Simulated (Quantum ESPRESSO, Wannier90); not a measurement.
## Wannierisation of SiS2 (Ibam)

Materials Project entry mp-1602; symmetrised, unrelaxed at this level. COD (Crystallography Open Database) has the formula in 2 space groups, this one among them (matched by group alone). Level: LDA, no spin polarisation, no spin-orbit coupling; pw.x of Quantum ESPRESSO at 44 Ry with PseudoDojo potentials, 6×6×6 k-points, Wannier90. Density: 6×6×6 mesh, cold smearing 0.01 Ry. The cell is built of weakly bound layers, chains or molecules, whose nearest atoms lie 3.87 Å apart. Database cells relaxed without dispersion often hold them too far apart, which can enlarge gaps and weakens couplings between them; spacing and stacking were not compared with the measured crystal.

```
begin unit_cell_cart
ang
    0.0000000000    0.0000000000    5.5487100000
    5.7493800000    0.0000000000    0.0000000000
   -2.8746900000    4.9104500000   -2.7743550000
end unit_cell_cart
mp_grid = 6 6 6
```

Neighbour vectors b of the finite-difference formula (Å⁻¹), by shell:

| shell | b_x | b_y | b_z |
|---|---|---|---|
| 1 | 0.18214 | 0.10663 | 0.00000 |
| 1 | -0.18214 | -0.10663 | 0.00000 |
| 1 | -0.18214 | 0.10663 | 0.00000 |
| 1 | 0.18214 | -0.10663 | 0.00000 |
| 2 | 0.00000 | 0.21326 | 0.00000 |
| 2 | 0.00000 | -0.21326 | 0.00000 |
| 3 | 0.00000 | 0.10663 | 0.18873 |
| 3 | 0.00000 | -0.10663 | 0.18873 |
| 3 | 0.00000 | -0.10663 | -0.18873 |
| 3 | 0.00000 | 0.10663 | -0.18873 |

Question: Find the weights w_b from the completeness condition Σ_b w_b b_α b_β = δ_αβ.

Answer: Shell 1: Σ b_x² = 0.133, Σ b_y² = 0.045, Σ b_z² = 0.000 Å⁻²
Shell 2: Σ b_x² = 0.000, Σ b_y² = 0.091, Σ b_z² = 0.000 Å⁻²
Shell 3: Σ b_x² = 0.000, Σ b_y² = 0.045, Σ b_z² = 0.142 Å⁻²
Each of the three diagonal sums, weighted, has to give 1 and the off-diagonal ones 0, which holds for w_1 = 7.54 Å², w_2 = 3.72 Å², w_3 = 7.02 Å². Check on xx: 7.54×0.133 + 3.72×0.000 + 7.02×0.000 = 1.00.

On this mesh the 10 functions of bands 7-16 (bands 7-16; start: SCDM (isolated), conv_tol = 1.0e-6) end with spreads 1.9666, 1.9666, 1.9666, 1.9666, 4.3984, 3.9494, 4.3982, 4.3980, 4.3980, 3.9492 Å², Ω_I = 28.2767 Å² and Ω_D = 0.0184 Å².

Ω_total is the sum of the spreads, 33.358 Å². Ω_OD = Ω_total − Ω_I − Ω_D = 5.062 Å². Only (Ω_D + Ω_OD)/Ω_total = 15.2 % depends on the gauge, and another start could lower the total by that share at most. The rms radius is √(Ω_total/10) = 1.83 Å.
